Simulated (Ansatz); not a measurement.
Here is the system:

Ni3SnN:
```cif
data_NNi3Sn
_chemical_formula_sum 'Ni3 Sn1 N1'
_space_group_name_H-M_alt 'Pm-3m'
_space_group_IT_number 221
_space_group_name_Hall '-P 4 2 3'
_cell_length_a 3.84814
_cell_length_b 3.84814
_cell_length_c 3.84814
_cell_angle_alpha 90.000
_cell_angle_beta 90.000
_cell_angle_gamma 90.000
loop_
_atom_site_label
_atom_site_type_symbol
_atom_site_symmetry_multiplicity
_atom_site_Wyckoff_symbol
_atom_site_fract_x
_atom_site_fract_y
_atom_site_fract_z
_atom_site_occupancy
Ni1 Ni 3 c 0.00000 0.50000 0.50000 1
Sn1 Sn 1 a 0.00000 0.00000 0.00000 1
N1 N 1 b 0.50000 0.50000 0.50000 1
```

This is the PBEsol-relaxed structure.

### Question
All from PBEsol in the plane-wave PAW code Ansatz, unless another level is named. Predict the Hill bulk and shear moduli.

### Answer
200 and 51.3 GPa.

### Question
And the elastic constants (relaxed ions, GPa)?

### Answer
C11 = 300, C12 = 150, C44 = 39.7.

### Question
What about the highest zone-centre frequency?

### Answer
505 cm⁻¹.

The workflow started from a Materials Project entry (that database holds measured and hypothetical structures alike); the Crystallography Open Database copy checked does not list it. Whether it is the stable phase at ambient conditions was not checked. The PBEsol relaxation kept the symmetry of its start. At this level the phase is dynamically unstable (imaginary phonons). No spin polarisation was allowed. With an odd number of electrons in the cell and no spin polarisation, the count alone makes it a metal. As this level gives no gap, shear constants depend on the k-mesh and smearing (Fermi–Dirac, 0.1 eV here). As this level gives no gap, phonon frequencies hold no LO–TO term and depend on the k-mesh and smearing (Fermi–Dirac, 0.1 eV here). On the denser mesh and wider smearing of the elastic run this cell carries a stress of 0.4 GPa. Spin–orbit coupling is left out wherever it is not named.

Potentials: the later of the program's two PAW sets.
